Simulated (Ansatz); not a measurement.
**Straining LiHPd**

Method: DFT PBEsol, scalar-relativistic, plane waves, PAW in Ansatz. Run with 420 eV cutoff, 16×16×10 k-mesh, Gaussian smearing of 0.10 eV, no spin polarisation.

The relaxed crystal:

```xyz
3
Lattice="2.7540 0.0000 0.0000 0.0000 2.7540 0.0000 0.0000 0.0000 3.9375" Properties=species:S:1:pos:R:3 pbc="T T T"
Li    1.3770    1.3770    1.9688
H     1.3770    1.3770    0.0000
Pd    0.0000    0.0000    0.0000
```

Deformation: c alone is stretched, the rest of the cell is held and the atoms relax, all within the symmetry that the strain leaves. Energies are extrapolated to zero smearing. Stress is positive in compression, on the Cartesian axes of the cell above. On this cell's mesh the reference holds a stress of up to 0.13 GPa.

```
strain (%)  ΔE (meV/atom) a (Å) b (Å) c (Å)  σxx (GPa)  σyy (GPa)  σzz (GPa)
      -3.0            2.8  2.754  2.754  3.819       1.18       1.18       3.13
      -2.0            1.2  2.754  2.754  3.859       0.76       0.76       2.02
      -1.0            0.2  2.754  2.754  3.898       0.40       0.40       0.92
      +0.0            0.0  2.754  2.754  3.938       0.05       0.05      -0.13
      +1.0            0.4  2.754  2.754  3.977      -0.26      -0.26      -1.13
      +2.0            1.4  2.754  2.754  4.016      -0.54      -0.54      -2.08
      +3.0            3.0  2.754  2.754  4.056      -0.81      -0.81      -2.98
```